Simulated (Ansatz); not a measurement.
# MoS2: 95Mo NMR of the central transition

Cell: a COD entry, its atoms then relaxed with PBE in this cell.

Space group P6_3/mmc (No. 194); a = 3.1400, c = 12.5300 Å, γ = 120.00°.

```
site  Wyckoff  site symmetry       x       y       z
  Mo       2c           -6m2  0.3333  0.6667  0.2500
   S       4f            3m.  0.3333  0.6667  0.6245
```

One atom of each set is listed.

The numbers come from a DFT calculation in Ansatz (r2SCAN, plane waves and PAW, scalar-relativistic, collinear spin, 500 eV cutoff, Γ-centred 16×16×4 k-points, Fermi–Dirac smearing 0.02 eV). Start moments as typed (μB): 2 on each Mo, none on the rest.

95Mo has I = 5/2 and Q = -22.00 mb (Pyykkö 2018); at 9.4 T its Larmor frequency is ν₀ = 26.2 MHz (from the bare nuclear moment; shielding lowers the observed one by a per cent or two). Only the quadrupole interaction is simulated: positions count from each site's isotropic chemical shift, and J coupling is left out, as are shift anisotropy and dipolar coupling, which fast spinning averages.

Problem. Simulate the second-order pattern (fast magic-angle spinning, Gaussian broadening 0.3 kHz) of site Mo (6 S at 2.40 Å).

Solution. The calculation gives C_Q = 3.87 MHz and η = 0.00, so ν_Q = 0.580 MHz and the centre of gravity lies at -131 ppm (-3.43 kHz).

(offset (kHz), height): (-8.904, 0), (-8.641, 1), (-8.379, 4), (-8.117, 5), (-7.855, 5), (-7.593, 5), (-7.331, 5), (-7.068, 5), (-6.806, 6), (-6.544, 6), (-6.282, 6), (-6.020, 6), (-5.757, 7), (-5.495, 33), (-5.233, 79), (-4.971, 56), (-4.709, 44), (-4.446, 39), (-4.184, 37), (-3.922, 35), (-3.660, 35), (-3.398, 35), (-3.136, 35), (-2.873, 36), (-2.611, 38), (-2.349, 41), (-2.087, 45), (-1.825, 54), (-1.562, 75), (-1.300, 100), (-1.038, 26), (-0.776, 0)

An axis of threefold or higher order runs through Mo, so V_zz lies along it and η is zero.

The program didn't check the stability of this electronic state in full, so a lower one may lie near. Without spin–orbit coupling (the program notes it for Mo) the gradients can shift somewhat, as the gap is small. The start moments die out, and the run ends without spin.
